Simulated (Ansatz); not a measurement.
SrO (rock salt, space group No. 225), plane-wave PAW PBEsol (Ansatz code). The conduction-band minimum lies at X, with 3 equivalent valleys. Second derivatives d²E/dk² of the lowest band at one valley (eV·Å²), along Cartesian directions:

| direction | d²E/dk² |
|---|---|
| [100] | 6.315 |
| [010] | 19.58 |
| [001] | 19.58 |
| [110] | 12.95 |
| [101] | 12.95 |
| [011] | 19.58 |

Question: Find the principal effective masses, the density-of-states mass and the conductivity mass.

Answer: Off-diagonal terms follow from H_xy = H[110] − (H_xx + H_yy)/2, and m*/mₑ = 7.620 eV·Å² over each eigenvalue: 0.39, 0.39, 1.2. One valley's DOS mass (m₁m₂m₃)^(1/3) = 0.57, conductivity mass 3/(Σ 1/mᵢ) = 0.50 mₑ.

Question: What effective density of states Nc follows at 300 K for parabolic valleys?

Answer: Nc = 2.509e19 × 3 × (0.57)^(3/2) ≈ 3.2e19 cm⁻³.

Space group Fm-3m (rock salt). The cell was relaxed with PBEsol under the symmetry of its start. Spin–orbit coupling is left out wherever it is not named.

Potentials: the earlier of the program's two PAW sets. The files were generated under PBE; for other functionals the program regenerates the frozen cores, and for LDA and PBEsol the local potential too.

Edges and masses are those of Kohn–Sham bands, whose gap is no quasiparticle gap.
